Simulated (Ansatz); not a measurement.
Input and command of a plane-wave DFT calculation in Ansatz:

```yaml
crystal:
  lattice:
    - [0.0, 0.0, -7.5247496071]
    - [4.1747609396, 7.2308980567, 0.0]
    - [4.1747609395, -7.2308980568, 0.0]
  atoms:
    - { symbol: Sr, position: [0.3199917061, 0.3333333333, 0.6666666667] }
    - { symbol: Sr, position: [0.3199917061, 0.3333333333, 0.1666666667] }
    - { symbol: Sr, position: [0.3199917061, 0.8333333333, 0.6666666667] }
    - { symbol: Sr, position: [0.3199917061, 0.8333333333, 0.1666666667] }
    - { symbol: Sr, position: [0.6800082939, 0.1666666667, 0.3333333333] }
    - { symbol: Sr, position: [0.6800082939, 0.1666666667, 0.8333333333] }
    - { symbol: Sr, position: [0.6800082939, 0.6666666667, 0.3333333333] }
    - { symbol: Sr, position: [0.6800082939, 0.6666666667, 0.8333333333] }
    - { symbol: H, position: [0.5, 0.0, 0.0] }
    - { symbol: H, position: [0.5, 0.5, 0.5] }
    - { symbol: H, position: [0.5, 0.5, 0.0] }
    - { symbol: H, position: [0.6440607754, 0.3333333333, 0.6666666667] }
    - { symbol: H, position: [0.6440607754, 0.3333333333, 0.1666666667] }
    - { symbol: H, position: [0.6440607754, 0.8333333333, 0.6666666667] }
    - { symbol: H, position: [0.6440607754, 0.8333333333, 0.1666666667] }
    - { symbol: H, position: [0.3559392246, 0.1666666667, 0.3333333333] }
    - { symbol: H, position: [0.3559392246, 0.1666666667, 0.8333333333] }
    - { symbol: H, position: [0.3559392246, 0.6666666667, 0.3333333333] }
    - { symbol: H, position: [0.3559392246, 0.6666666667, 0.8333333333] }
    - { symbol: I, position: [1.0, 0.0, 0.5] }
    - { symbol: I, position: [1.0, 0.0, 0.0] }
    - { symbol: I, position: [1.0, 0.5, 0.5] }
    - { symbol: I, position: [1.0, 0.5, 0.0] }
total_charge: 1
basis:
  ecutwfc: 420
kpoints:
  mp_grid: { grid: [4, 3, 3] }
hamiltonian:
  xc: pbesol
scf:
  occupations: { method: gaussian, width: 0.05 }
output:
  forces: true
  stress: true
  eigenvalues: true
  write_density: true
  write_potential: true
  elf: true
  volumetric_format: npy
relax:
  adjacent_minimum: "off"
  f_tol: 0.02
  max_steps: 50
```

```bash
ansatz run input.yaml --threads 4 --pin off --max-ram 9216MiB --backend cpu --events-out ev --progress --plain --runs-dir out
```

Processor: AMD EPYC (Zen 3), 4 threads, on a host shared with other jobs.

Q: Estimate time, memory and problem size.

A: About 2.5 min on 4 threads of AMD EPYC (Zen 3), on a shared host, peak memory 1.5 GiB. It solves 102 bands at 10 k points (the mesh reduced by the symmetry that the task leaves, which can be less than the crystal's) with about 8857 plane waves, in 28 SCF iterations over 5 ionic steps.
